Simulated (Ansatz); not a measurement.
Here is the system:

Ca2BeN2:
```
Ca2BeN2
1.0
   -1.77235     1.77235     5.75177
    1.77235    -1.77235     5.75177
    1.77235     1.77235    -5.75177
Ca Be N
2 1 2
Direct
  0.65576   0.65576   0.00000
  0.34424   0.34424   0.00000
  0.00000   0.00000   0.00000
  0.86661   0.86661   0.00000
  0.13339   0.13339   0.00000
```

This is the r²SCAN-relaxed structure.

Question: All from r²SCAN in the plane-wave PAW code Ansatz, unless another level is named. Estimate the smallest direct gap on the standard path.

Answer: 1.52 eV.

Question: Give the electron effective mass.

Answer: 0.27, 0.39, 0.39 mₑ (principal values).

Question: Predict the conduction-band minimum.

Answer: at Γ.

Question: Give the valence-band maximum.

Answer: at M.

Space group I4/mmm. The start of the workflow was typed in or built on a structure type; neither database checked (COD, Materials Project) lists it. Whether it is the stable phase at ambient conditions was not checked. The cell was relaxed with r²SCAN under the symmetry of its start; its stability against distortions is not shown here.

Potentials: the earlier of the program's two PAW sets. The files were generated under PBE; for other functionals the program regenerates the frozen cores, and for LDA and PBEsol the local potential too.
